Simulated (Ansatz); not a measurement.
An Ansatz (an electronic-structure program) run. Input:

Ansatz 0.2 input:
```yaml
crystal:
  lattice:
    - [-1.7207837281, 1.7207837281, 5.8574554428]
    - [1.7207837281, -1.7207837281, 5.8574554428]
    - [1.7207837281, 1.7207837281, -5.8574554428]
  atoms:
    - { symbol: Ta, position: [0.9992852423, 0.9992852423, 0.0] }
    - { symbol: Ta, position: [0.7492852423, 0.2492852423, 0.5] }
    - { symbol: As, position: [0.4167147577, 0.4167147577, 0.0] }
    - { symbol: As, position: [0.1667147577, 0.6667147577, 0.5] }
kpoints:
  mp_grid: { grid: [17, 17, 17] }
hamiltonian:
  xc: r2scan
  pseudopotentials: { kind: paw }
scf:
  occupations: { method: gaussian, width: 0.05 }
checkpoint: { read: metal.run }
output: { bader: true, populations: true }
```

Output (shortened):

```
basis.fft_grid_basis auto: the FFT boxes are laid along the combinations [[1, 0, 1], [0, 1, 1], [0, 0, 1]] of the cell's own vectors, 3.442, 3.442 and 6.343 Å …
Pseudopotentials: kind: paw
Pseudopotential: Ta, paw, valence charge 13
Pseudopotential: As, paw, valence charge 15
Functional definition: r2SCAN
Crystal: 4 atoms, lattice volume = 69.378 Å³
Basis set: ecut = 500 eV, 1753 PW (Γ), FFT grids on a1+a3, a2+a3, a3, exchange–correlation on 108×108×192 points (64 copies of the dense FFT grid, shifted against one another)
Bands: 34, of which v1, the nominal top of the filled ones, is band 28 counted from 1 (27 counted from 0)
Symmetry: 8 space group operations
Space group: I41md (ITA 109), of the structure as read, at distance tolerance 4.1e-5 Å
k-points: 405 of 4913 (time reversal used)
PAW frozen core: Ta, regenerated for the run's functional
PAW frozen core: As, regenerated for the run's functional
Initial density: read from a saved state, or passed on in memory by an earlier SCF of this step, an earlier step, the calling program or the single point that …
Stability of the state it starts from, as read at its close in the unpolarized treatment …
Initial wavefunctions: pseudopotential atomic-orbital guess
Eigensolver: davidson
Functional: x = r2scan, c = r2scan; τ floored in thin density (d = 2e-4 eV/Å³)
iter 1 solved again at ethr=8.27e-9 eV; its pass at ethr=3.10e-3 eV (dr2=4.63e-6 eV) is discarded
SCF iter   1: F=—  HF=-29620.343689 eV  |F-HF|=—  |Δ(HF+E_count)|=         —  Δρ=1.76e-7  dr2=1.96e-11  dr2_τ=6.98e-13  ethr=8.27e-9  ⟨swp⟩=4.0  Hψ=98037  notcnv=0
all-band conjugate gradients solve this SCF's bands
preconditioner: auto → Kerker (q_TF=auto, 2.633 Å⁻¹)
SCF iter   2: F=-29620.343689 eV  HF=-29620.343689 eV  |F-HF|=2.91e-11  |Δ(HF+E_count)|=   2.99e-8  Δρ=8.84e-8  dr2=7.15e-12  dr2_τ=5.75e-13  ethr=1.00e-12  ⟨swp⟩=6.1  Hψ=48338  notcnv=0
SCF 1 converged in 2 iterations: F = -29620.343689 eV  dr2 = 7.15e-12
SCF converged after 2 iterations
Free energy (F): -29620.343689 eV
Harris-Foulkes:  -29620.343689 eV  (|F-HF|=2.91e-11)
Internal energy: -29620.343339 eV  (E = F + TS)
E sigma→0 (E₀):  -29620.343514 eV
Entropy (-TS):   -0.000349 eV (-0.087 meV/atom)
Fermi energy:    17.080830 eV
--- Per-component energies (eV) ---
  E_band       = -596.942832
  E_kinetic    = 945.711071
  E_local      = -4041.479005  (includes V_loc(G=0)·N_el)
  E_nonlocal   = -1309.985630
  E_hartree    = 2099.525072
  E_xc         = -560.520629
  E_vxc        = -617.165021  (∫ρ·V_xc dr)
  E_paw        = -20543.301132  (= ΣΔE_a)
  E_vpaw       = 195.837785  (= ΣTr[D̂ρ^β])
  E_aug_tail   = 0.000156  (compensation charges beyond the density's cutoff)
  E_vtau       = 31.087750  (kinetic-family band-sum trace: ∫τ·v_τ [+ j·A + Jᵃ·Aᵃ] dr)
  E_ewald      = -6205.865867
  E_core_change = -4.427376  (= ΣΔE_core)
  E_smearing   = -0.000349  (= −TS)
  E_closure    =  0.000000  (closes the sum)
  Σ components = -29620.343689   (vs F -29620.343689, Δ=0.00e0)
  [band-id]    e_kinetic+e_local+e_nonlocal+2·e_hartree+e_vxc+e_vpaw+e_augmentation_tail+e_vtau = -596.942750   (vs E_band -596.942832, Δ=8.20e-5)
--- Band table (eV; the first three rows and the last of 405) ---
  k-point 0: bands = ["-53.2134", "-53.2017", "-19.5438", "-19.5438", "-19.4893", "-19.4867", "-19.4612", "-19.4612", "-19.4475", "-19.4455", "-19.4441", "-19.4324", "-19.1404", "-19.0432", "-19.0432", "-18.9418", "-18.9418", "-18.8781", "2.3507", "4.9838", "9.7161", "13.7671", "14.3896", "14.3896", "14.6083", "15.0204", "15.2659", "15.2659", "18.0337", "18.7345", "19.5702", "20.2752", "20.2752", "20.6396"]
  k-point 1: bands = ["-53.2130", "-53.2015", "-19.5477", "-19.5475", "-19.4864", "-19.4843", "-19.4665", "-19.4628", "-19.4489", "-19.4441", "-19.4415", "-19.4326", "-19.1382", "-19.0485", "-19.0445", "-18.9481", "-18.9420", "-18.8771", "2.4480", "5.0226", "9.7769", "13.5221", "14.2302", "14.4021", "14.4825", "14.7643", "15.3426", "15.5192", "17.8644", "18.5226", "19.6457", "20.0483", "20.3621", "20.8280"]
  k-point 2: bands = ["-53.2117", "-53.2008", "-19.5579", "-19.5524", "-19.4890", "-19.4815", "-19.4718", "-19.4673", "-19.4504", "-19.4436", "-19.4365", "-19.4326", "-19.1285", "-19.0638", "-19.0487", "-18.9653", "-18.9438", "-18.8746", "2.7303", "5.1249", "9.9740", "13.0009", "13.8503", "13.8698", "13.9792", "14.9217", "15.6888", "15.8604", "17.5128", "17.9788", "19.6911", "19.8803", "20.5757", "20.8863"]
  k-point 404: bands = ["-53.2074", "-53.2073", "-19.5548", "-19.5544", "-19.4833", "-19.4824", "-19.4542", "-19.4471", "-19.4455", "-19.4430", "-19.4400", "-19.4381", "-19.0866", "-19.0741", "-19.0092", "-19.0078", "-18.9209", "-18.9139", "3.4373", "3.4456", "12.2109", "12.2435", "13.7241", "13.9943", "14.0277", "14.3858", "15.7891", "16.0659", "18.2173", "18.5749", "19.3509", "19.5128", "20.3880", "20.4693"]
  band table: 34 of 34 bands, residual norms ≤ 1.0e-3 eV
--- Löwdin populations: 4 sites ---
  site symbol       q [e]
     0     Ta     12.6723
     1     Ta     12.6723
     2     As     15.1952
     3     As     15.1952
  spilling = 0.004734 (of n_electrons = 56.000000)
--- Bader charges: 4 sites ---
  site symbol  charge [e]  shift [e]
     0     Ta      1.2090     0.0046
     1     Ta      1.2090     0.0046
     2     As     -1.2090     0.0046
     3     As     -1.2090     0.0046
  shift: an alarm, by how much a part of what the PAW files miss would move the charge. Where it is large, compare
  with a run on PAW files of another source; a small one proves nothing
  estimated error of the sums over rays = 9.4e-4 e
```

Cost: around 4 core-minutes (rough) on shared cores.

Space group I4_1md. Symmetry was held in the r²SCAN relaxation. The run is not spin-polarised. A small band overlap can be real or an error of a semilocal functional. Spin–orbit coupling is left out wherever it is not named.

Potentials: the later of the program's two PAW sets.

Ansatz is a plane-wave DFT program.
